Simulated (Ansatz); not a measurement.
An Ansatz (a program for electronic structure) run. Input:

Ansatz 0.2 input:
```yaml
crystal:
  lattice:
    - [-1.3292381129, 2.775205961, 2.3278312877]
    - [1.3292381129, -2.775205961, 2.3278312877]
    - [1.3292381129, 2.775205961, -2.3278312877]
  atoms:
    - { symbol: C, position: [0.6699719838, 0.3256823316, 0.9956543154] }
    - { symbol: C, position: [0.3300280162, 0.6743176684, 0.0043456846] }
    - { symbol: C, position: [0.8300280162, 0.8256823316, 0.6557103478] }
    - { symbol: C, position: [0.1699719838, 0.1743176684, 0.3442896522] }
    - { symbol: C, position: [0.75, 0.75, 0.0] }
    - { symbol: C, position: [0.25, 0.25, 0.0] }
kpoints:
  mp_grid: { grid: [7, 7, 7] }
hamiltonian:
  xc: hse06
  pseudopotentials: { azcp: { folder: ./paw }, kind: paw }
scf:
  n_extra_bands: 6
  occupations: { method: fixed }
output:
  eigenvalues: true
  eigenstates:
    e_range: [-9.0, 12.7]
    kpoints:
      - [0.5, 0.5, 0.5]  # VBM
      - [0.429688, -0.429688, 0.429688]  # CBM
```

Output (shortened):

```
Pseudopotential: C, paw, valence charge 4
Functional definition: HSE06
davidson cushion auto → on  (no smearing: the cushion is to keep the highest requested band from converging to the state above it …
Crystal: 6 atoms, lattice volume = 34.349 Å³
Basis set: ecut = 420 eV, 671 PW (Γ)
Bands: 18, of which v1, the nominal top of the filled ones, is band 12 counted from 1 (11 counted from 0)
Symmetry: 8 space group operations
Space group: Ibam (ITA 72), of the structure as read, at distance tolerance 3.3e-5 Å
k-points: 64 of 343
SCF iter   1: F=—  HF=-1500.181793 eV  |F-HF|=—  |Δ(HF+E_count)|=         —  Δρ=1.22e-1  dr2=3.43e0  ethr=1.00e-1  ⟨swp⟩=3.9  Hψ=4192  notcnv=0
preconditioner: auto → none
SCF iter   2: F=—  HF=-1499.179182 eV  |F-HF|=—  |Δ(HF+E_count)|=    1.00e0  Δρ=5.08e-2  dr2=4.63e-1  ethr=1.43e-2  ⟨swp⟩=2.6  Hψ=2610  notcnv=0  defer=1
iter 3 solved again at ethr=1.25e-4 eV; its pass at ethr=1.93e-3 eV (dr2=3.01e-2 eV) is discarded
SCF iter   3: F=—  HF=-1499.107604 eV  |F-HF|=—  |Δ(HF+E_count)|=   7.16e-2  Δρ=1.07e-2  dr2=2.99e-2  ethr=1.25e-4  ⟨swp⟩=2.4  Hψ=5474  notcnv=0  defer=2
SCF iter   4: F=—  HF=-1499.102174 eV  |F-HF|=—  |Δ(HF+E_count)|=   5.43e-3  Δρ=3.87e-3  dr2=3.63e-3  ethr=1.24e-4  ⟨swp⟩=3.2  Hψ=3165  notcnv=0
SCF iter   5: F=-1499.101588 eV  HF=-1499.101637 eV  |F-HF|=4.92e-5  |Δ(HF+E_count)|=   5.37e-4  Δρ=8.94e-4  dr2=1.54e-4  ethr=1.51e-5  ⟨swp⟩=2.7  Hψ=2625  notcnv=0
SCF 1 stopped early in 5 iterations: F = -1499.101588 eV  dr2 = 1.54e-4
Crystal: 6 atoms, lattice volume = 34.349 Å³
Exchange kernel: α = 0.2500, screened, ω = 0.2079 Å⁻¹, Wigner–Seitz truncation, v(0) = 1045.7882 eV·Å³, q-mesh 7×7×7, nearest image of the exchange supercell L …
Frozen-core exchange: fock
SCF iter   1: F=—  HF=-1499.219253 eV  |F-HF|=—  |Δ(HF+E_count)|=         —  Δρ=1.13e-2  dr2=1.95e-2  ethr=6.44e-6  ⟨swp⟩=6.9  Hψ=5972  notcnv=0
preconditioner: auto → none
SCF iter   2: F=—  HF=-1499.210790 eV  |F-HF|=—  |Δ(HF+E_count)|=   8.46e-3  Δρ=3.33e-3  dr2=2.00e-3  ethr=6.44e-6  ⟨swp⟩=4.0  Hψ=3884  notcnv=0
SCF iter   3: F=—  HF=-1499.217730 eV  |F-HF|=—  |Δ(HF+E_count)|=   6.94e-3  Δρ=7.44e-4  dr2=6.81e-5  ethr=6.39e-6  ⟨swp⟩=3.5  Hψ=3689  notcnv=0
SCF iter   4: F=—  HF=-1499.217708 eV  |F-HF|=—  |Δ(HF+E_count)|=   2.19e-5  Δρ=7.27e-5  dr2=8.27e-6  ethr=2.47e-7  ⟨swp⟩=2.8  Hψ=2682  notcnv=0
SCF iter   5: F=-1499.217793 eV  HF=-1499.217794 eV  |F-HF|=8.55e-7  |Δ(HF+E_count)|=   8.63e-5  Δρ=9.78e-5  dr2=1.69e-6  ethr=1.93e-9  ⟨swp⟩=5.6  Hψ=5066  notcnv=0  defer=9
SCF 2 stopped early in 5 iterations: F = -1499.217793 eV  dr2 = 1.69e-6
hybrid outer 1: dexx = +8.390e-3 eV, tail = 2.97e-5 eV
Crystal: 6 atoms, lattice volume = 34.349 Å³
Exchange kernel: α = 0.2500, screened, ω = 0.2079 Å⁻¹, Wigner–Seitz truncation, v(0) = 1045.7882 eV·Å³, q-mesh 7×7×7, nearest image of the exchange supercell L …
Frozen-core exchange: fock
SCF iter   1: F=—  HF=-1499.217796 eV  |F-HF|=—  |Δ(HF+E_count)|=         —  Δρ=6.23e-5  dr2=6.30e-7  ethr=6.19e-7  ⟨swp⟩=3.0  Hψ=2855  notcnv=0
preconditioner: auto → none
iter 2 solved again at ethr=8.83e-11 eV; its pass at ethr=2.53e-9 eV (dr2=2.12e-8 eV) is discarded
SCF iter   2: F=-1499.217796 eV  HF=-1499.217796 eV  |F-HF|=9.97e-9  |Δ(HF+E_count)|=   7.59e-9  Δρ=1.77e-5  dr2=3.87e-8  ethr=8.83e-11  ⟨swp⟩=2.7  Hψ=6442  notcnv=0
SCF 3 converged in 2 iterations: F = -1499.217796 eV  dr2 = 3.87e-8
hybrid outer 2: dexx = +3.706e-7 eV, tail = 9.91e-8 eV, Δε = 2.00e-3 eV (about 1.27e-4 eV left of the loop's levels)
NSCF: frozen V_eff on 2 k-points
hybrid SCF converged: 2 outer / 7 inner (+5 warm-up), last move |dexx| = 3.71e-7 eV, tail = 9.91e-8 eV
Stability not checked (fock_operator)
Free energy (F): -1499.217796 eV
Frozen-core exchange: fock
Harris-Foulkes:  -1499.217796 eV  (|F-HF|=9.97e-9)
Internal energy: -1499.217796 eV  (E = F + TS)
E sigma→0 (E₀):  -1499.217796 eV
Fermi energy:    12.854192 eV
--- Per-component energies (eV) ---
  E_band       = 73.354324
  E_kinetic    = 529.693781
  E_local      = -311.436140  (includes V_loc(G=0)·N_el)
  E_nonlocal   = 135.667237
  E_hartree    = 74.056572
  E_xc         = -230.696958
  E_vxc        = -281.936469  (∫ρ·V_xc dr)
  E_exx        = -53.720072  (= α·E_x^exact, valence–valence)
  E_paw        = -597.919132  (= ΣΔE_a)
  E_vpaw       = -39.305791  (= ΣTr[D̂ρ^β])
  E_aug_tail   = 0.000109  (compensation charges beyond the density's cutoff)
  E_ewald      = -1044.759884
  E_core_change = -0.103309  (= ΣΔE_core)
  E_smearing   =  0.000000  (= −TS)
  E_closure    =  0.000000  (closes the sum)
  Σ components = -1499.217796   (vs F -1499.217796, Δ=0.00e0)
  [band-id]    e_kinetic+e_local+e_nonlocal+2·e_hartree+e_vxc+2·e_exx+e_vpaw+e_augmentation_tail = 73.355725   (vs E_band 73.354324, Δ=1.40e-3)
--- Band table (eV; the first three rows and the last of 64) ---
  k-point 0: bands = ["-11.0466", "-2.6534", "-2.2384", "-0.0816", "0.8617", "3.7522", "4.3419", "7.8179", "8.4350", "8.6989", "10.1057", "11.6360", "18.6289", "18.8756", "20.5975", "21.7038", "23.0089", "25.0048"]
  k-point 1: bands = ["-10.6190", "-3.2143", "-1.0396", "-0.5089", "1.9452", "2.0463", "5.2672", "7.0740", "7.1325", "8.1058", "9.5549", "10.4579", "20.1333", "21.1185", "21.8394", "22.1301", "22.7352", "23.5050"]
  k-point 2: bands = ["-9.3818", "-3.2937", "-0.5870", "-0.3961", "0.5481", "3.5455", "4.0992", "5.0356", "5.2294", "8.5882", "8.8185", "10.2833", "18.9533", "21.4329", "21.9707", "22.6319", "23.3049", "23.4766"]
  k-point 63: bands = ["-6.9354", "-6.3920", "-6.0015", "-3.3852", "3.5871", "6.1342", "7.9251", "7.9827", "9.8436", "10.3641", "10.8136", "12.2440", "17.9553", "18.2029", "19.0302", "19.1440", "21.8080", "22.5020"]
```

Cost: about 80 core-seconds (a rough figure) on shared cores.

The points marked VBM and CBM come from a semilocal run.

The start of the workflow was typed in or built on a structure type; neither database checked (COD, Materials Project) lists it. It is not the phase usual at ambient conditions (space group No. 194, 227). Symmetry was held in the r²SCAN relaxation; its stability against distortions is not shown here. The volume moved by 19 % from the start of the relaxation.

Potentials: the earlier of the program's two PAW sets.

Ansatz is a plane-wave DFT program.
